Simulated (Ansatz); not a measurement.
Relaxed-ion elastic tensor of MnSi in space group P2_13 (No. 198; Mn on 4a, Si on 4a) in GPa (Voigt order), PBE (plane waves, PAW; program Ansatz); density 5.98 g/cm³, 11.53 Å³ per atom.

```
383  111  111  0.0  0.0  0.0
111  383  111  0.0  0.0  0.0
111  111  383  0.0  0.0  0.0
0.0  0.0  0.0  141  0.0  0.0
0.0  0.0  0.0  0.0  141  0.0
0.0  0.0  0.0  0.0  0.0  141
```

**Question.** Is the crystal mechanically stable?

**Answer.** Yes: the smallest eigenvalue of C is 141 GPa.

**Question.** Work out the Voigt, Reuss and Hill averages.

**Answer.** K_V = 202, K_R = 202, K_H = 202; G_V = 139, G_R = 139, G_H = 139 GPa.

**Question.** Give Young's modulus, Poisson's ratio, Pugh's ratio and the universal anisotropy index.

**Answer.** E = 9KG/(3K + G) = 340 GPa; ν = 0.22; K/G = 1.45 (brittle by the Pugh limit of 1.75); A_U = 5G_V/G_R + K_V/K_R − 6 = 0.00.

**Question.** Estimate the sound speeds and the Debye temperature.

**Answer.** v_l = √((K + 4G/3)/ρ) = 8050 m/s, v_t = √(G/ρ) = 4830 m/s, mean 5340 m/s; Θ = (h/k)(3n/4πV)^(1/3) v_m = 704 K.

The cell was relaxed with PBE under the symmetry of its start. The final state is ferromagnetic, chosen from 4 collinear starts compared on coarse meshes (ties went to the first, and starts can fall back to one state), not a proven ground state. Textbook magnetic order: helical. As this level gives no gap, shear constants depend on the k-mesh and smearing (Fermi–Dirac, 0.1 eV here).

Potentials: the later of the program's two PAW sets.
